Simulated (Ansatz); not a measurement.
This cell of ZnO (wurtzite) is off equilibrium:

```
ZnO
1.0
    3.22975     0.00000     0.00000
   -1.61488     2.79705     0.00000
    0.00000     0.00000     5.21478
Zn O
2 2
Cartesian
  1.61488   0.93235   0.01065
 -0.25592   2.01245   2.51795
  1.61488   0.93235   3.24963
  0.00000   1.86470   0.64224
```

All values below come from PBEsol (plane waves to 420 eV, PAW, scalar-relativistic; Ansatz, a first-principles code). k mesh 9×9×5 (Γ-centred), Fermi-Dirac smearing 0.05 eV. E stands for the smeared free energy. Compression counts positive. ZnO was relaxed with its symmetry unable to fall.

**Question.** What forces act on the atoms (eV/Å, Cartesian)?

**Answer.** 
| atom | Fx | Fy | Fz |
|---|---|---|---|
| Zn1 | -0.044 | 0.025 | -0.487 |
| Zn2 | 0.747 | -0.431 | 0.698 |
| O3 | -0.721 | 0.417 | 0.274 |
| O4 | 0.018 | -0.010 | -0.485 |

**Question.** Give the stress tensor in GPa and the pressure.

**Answer.** 
```
   -0.4      3.3     -1.8
    3.3      3.5      1.1
   -1.8      1.1      3.8
```
The pressure, a third of the trace, is 2.3 GPa.

**Question.** In it atom 2 sits (-0.256, 0.148, -0.100) Å away from its relaxed site. What is its energy relative to the relaxed cell?

**Answer.** 219 meV/cell.

(For displaced atoms, the force is minus the slope of the energy, and its curvature is a force constant, which sets phonon frequencies.)
